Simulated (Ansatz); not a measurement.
According to the program Ansatz at the LDA level (PAW), I in the molecular I2 type structure (Cmce) relaxes to a = 7.152 Å, b = 4.324 Å, c = 9.530 Å.

The Kohn–Sham gap is 0.68 eV (indirect).

The LDA relaxation kept the symmetry of its start. A crystal of weakly bound units computed without a dispersion correction: the cell and the soft elastic constants depend strongly on that. Scalar-relativistic: spin–orbit coupling is off unless named, which matters more the heavier the elements.

Potentials: the earlier of the program's two PAW sets. The files were generated under PBE; for other functionals the program regenerates the frozen cores, and for LDA and PBEsol the local potential too.
